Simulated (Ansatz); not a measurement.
Ba$_{3}$PbO: energy along a strain

Ba$_{3}$PbO, Pm-3m, a = 5.459 Å (as given, not relaxed at this level: 0.7 GPa). The structure is a COD entry; whether it is the stable form wasn't checked. Ansatz: r2SCAN, PAW, 500 eV, Γ-centred 10×10×10 mesh on 5 atoms, Gaussian smearing 0.15 eV; no spin polarisation. Cell vectors (Å): 5.459 0.000 0.000; 0.000 5.459 0.000; 0.000 0.000 5.459. The cell is strained by x per cent times the pattern (1 1 0 0 0 0) in the order xx yy zz yz xz xy (engineering shears), with fractional coordinates held. y is the free energy over the start, V0 = 32.536 Å³/atom.

```
x (%) y (meV/atom)
-6.00             ?
-4.50         60.04
-3.00         28.37
 0.00          0.00
 1.50          0.30
 3.00          8.56
 4.50         23.68
 6.00         44.68
```

Problem. Fit y = c1 x + c2 x² + c3 x³ to the other rows, get the stiffness along the pattern, and predict the missing energy.

Solution. Least squares on the rows shown. y = −2.7859 x + 2.0674 x² − 0.060669 x³. The clamped-ion stiffness p·C·p = 2 × 20.67 eV × 160.2 / 32.536 Å³ = 204 GPa (second derivative at the start, which stands under stress). At x = -6.00 the fit asked for gives 104.25 meV/atom. The run gave 105.70 meV/atom, so the fit is 1.45 meV/atom too low, 1.4 % of the span of the series, against an rms of 0.12 meV/atom on the fitted rows. The row lies outside the fitted range. With a term in x⁴ added, a fit to the same known rows predicts 105.59 meV/atom, so most of the miss is curvature that the known rows already hold.

Spin–orbit coupling is left out, which can shift energies with elements as heavy as these.